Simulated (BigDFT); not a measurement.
Input and output of a self-consistent single point for the molecule C₅H₈O₂ (BigDFT).

Computed with LDA (Teter-Pade), Daubechies wavelet basis, HGH (Krack) norm-conserving potentials made for LDA, isolated boundary conditions (BigDFT).

SMILES: C=COCC(C)=O
```xyz
15

C     -3.2626     0.4191     0.0766
C     -2.1170     0.1084    -0.3745
O     -0.9305     0.6470     0.1503
C      0.2427    -0.1657    -0.1974
C      1.5198     0.3928     0.4149
C      2.7249    -0.4092     0.1897
O      1.5129     1.4969     1.0756
H     -3.3927     1.2141     0.9354
H     -4.1772     0.0370    -0.2469
H     -2.0484    -0.6197    -1.1054
H      0.3701    -0.2493    -1.2915
H      0.0449    -1.2047     0.2315
H      2.9297    -0.4587    -0.9382
H      2.7118    -1.4193     0.5852
H      3.6583     0.1625     0.6207
```

Reference input (self-consistent single point, DFT, LDA (Teter-Pade), Daubechies wavelet basis, HGH (Krack) norm-conserving potentials made for LDA, isolated boundary conditions): basis = Daubechies wavelets; dft.hgrids = 0.33 bohr; dft.rmult = 5 8; dft.ixc = 1; potentials = built-in HGH-K LDA; boundary_conditions = free; dft.gnrm_cv = 1e-05; dft.itermax = 80; dft.idsx = 6; dft.nrepmax = 3. This run's input differs from it in these lines:

```diff
@@ -2,4 +2,4 @@
 dft:
-  hgrids: 0.33
-  rmult: [5, 8]
+  hgrids: 0.363
+  rmult: [5, 7]
   ixc: 1
```

Output, abridged:

```
  #------------------------------------------------------------------- Self-Consistent Cycle
 Ground State Optimization:
 - Hamiltonian Optimization: &itrp001
   - Subspace Optimization: &itrep001-01
       Wavefunctions Iterations:
 iter:  1, EKS: -6.43677380174729024E+01, gnrm:  2.39E-01, D: -9.93E-01,
 iter:  2, EKS: -6.49788089722784150E+01, gnrm:  9.81E-02, D: -6.11E-01,
 iter:  3, EKS: -6.50711014262747653E+01, gnrm:  4.77E-02, D: -9.23E-02,
 iter:  4, EKS: -6.50990876018864242E+01, gnrm:  2.22E-02, D: -2.80E-02,
 iter:  5, EKS: -6.51047939194361476E+01, gnrm:  1.13E-02, D: -5.71E-03,
   [... lines left out ...]
 iter:  16, EKS: -6.51083335192908237E+01, gnrm:  1.05E-04, D: -1.09E-06,
 iter:  17, EKS: -6.51083340101178436E+01, gnrm:  7.23E-05, D: -4.91E-07,
 iter:  18, EKS: -6.51083342383946899E+01, gnrm:  4.91E-05, D: -2.28E-07,
 iter:  19, EKS: -6.51083343235815732E+01, gnrm:  3.23E-05, D: -8.52E-08,
 iter:  20, EKS: -6.51083343531939818E+01, gnrm:  2.16E-05, D: -2.96E-08,
 iter:  21, EKS: -6.51083343680207207E+01, gnrm:  1.46E-05, D: -1.48E-08,
 iter:  22, EKS: -6.51083343754307009E+01, gnrm:  9.93E-06, D: -7.41E-09,
       -  &FINAL001  { #---------------------------------------------------------- iter: 23
 iter:  23, EKS: -6.51083343787547619E+01, gnrm:  9.93E-06, D: -3.32E-09,  #FINAL
        #Eigenvalues and New Occupation Numbers
       Orbitals: [
   [... 17 lines left out ...]
 Last Iteration                        : *FINAL001
  #---------------------------------------------------------------------- Forces Calculation
 Total electronic charge               :  39.999999181811
 Electric Dipole Moment (AU):
   P vector                            :  [  3.325425E-01, -1.518189E+00, -8.886293E-01 ]
   norm(P)                             :  1.79029177E+00
 Electric Dipole Moment (Debye):
   P vector                            :  [  8.452385E-01, -3.858851E+00, -2.258670E+00 ]
   norm(P)                             :  4.55046736E+00
 BigDFT infocode                       :  0
   [... lines left out ...]
 -  {H: [ 8.283244003861E-03,  1.373929240329E-02, -9.006901370163E-03]} # 0012
 -  {H: [-6.152797654920E-03, -3.509756315455E-03,  2.150004818456E-02]} # 0013
 -  {H: [-4.176194452506E-03, -8.339130595773E-03,  2.568297370181E-03]} # 0014
 -  {H: [-3.185564325942E-02, -1.861274296193E-02, -1.040790014772E-02]} # 0015
 Energy (Hartree)                      : -6.51083343787547619E+01
 Force Norm (Hartree/Bohr)             :  2.22115732167277369E-01
```

The run converged in 23 iterations. Against the reference run the free energy rises by 4.9 meV/atom and the largest force hardly changes (5.509 to 5.511 eV/Å).

The grid can part forces that symmetry would make equal. Forces above 1 eV/Å remain at this geometry. This run is one point of a test of settings, so its values need not be converged; read them against the reference run alone. The geometry comes from a cheaper method or was typed, in some cases with atoms then moved at random; it is not relaxed at this level, and the species need not be a known compound.

Cost on one core: roughly 2.3 core-minutes.
